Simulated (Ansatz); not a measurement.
RbTcO$_{4}$:
```
RbTcO4
1.0
   -2.84187     2.84187     6.26886
    2.84187    -2.84187     6.26886
    2.84187     2.84187    -6.26886
Rb Tc O
2 2 8
Direct
  0.75000   0.25000   0.50000
  0.00000   0.00000   0.00000
  0.50000   0.50000   0.00000
  0.25000   0.75000   0.50000
  0.70297   0.79093   0.33795
  0.54093   0.70298   0.58796
  0.45298   0.36502   0.66205
  0.11502   0.95297   0.41204
  0.04703   0.45907   0.16205
  0.20907   0.54702   0.91204
  0.29702   0.88498   0.83795
  0.63498   0.29703   0.08796
```

Relaxed with LDA. Special points in fractions of this cell's reciprocal vectors: Γ (0.000, 0.000, 0.000); X (0.000, 0.000, 0.500); P (0.250, 0.250, 0.250); N (0.000, 0.500, 0.000); M (0.500, 0.500, -0.500); S (0.301, 0.699, -0.301); S0 (-0.301, 0.301, 0.301); R (-0.103, 0.103, 0.500); G (0.500, 0.500, -0.103).

**Question.** List the band energies nearest the valence-band maximum at these points for LDA (plane waves, PAW; program Ansatz).

**Answer.** In eV from the valence-band maximum; about four levels below and three above (degenerate sets whole), none deeper than 8.9 eV; points with the same levels are listed once.

```csv
k,below,above
Γ,-0.38 -0.38 -0.23 0.00 0.00,3.44 3.62 3.95
X,-0.24 -0.24 -0.21 -0.21,3.79 3.79 3.92 3.92
P,-0.25 -0.25 -0.21 -0.21,3.79 3.79 3.91 3.91
N,-0.33 -0.33 -0.25 -0.14 -0.11,3.70 3.86 3.88
M,-0.18 -0.18 -0.18 -0.18 -0.12 -0.12,3.59 3.59 3.72 3.72
S,-0.32 -0.20 -0.11 -0.10,3.69 3.80 3.86
R,-0.25 -0.25 -0.18 -0.17,3.74 3.84 3.89 3.90
```

Space group I4_1/a. The first step of the workflow began from a Materials Project structure, measured or hypothetical; the Crystallography Open Database copy checked does not list it. Its standing as an ambient phase is unchecked. The cell was relaxed with LDA under the symmetry of its start; whether a distortion lowers the energy is not shown. The run is not spin-polarised. Scalar-relativistic: spin–orbit coupling is off unless named, which matters more the heavier the elements.

Potentials: the later of the program's two PAW sets.
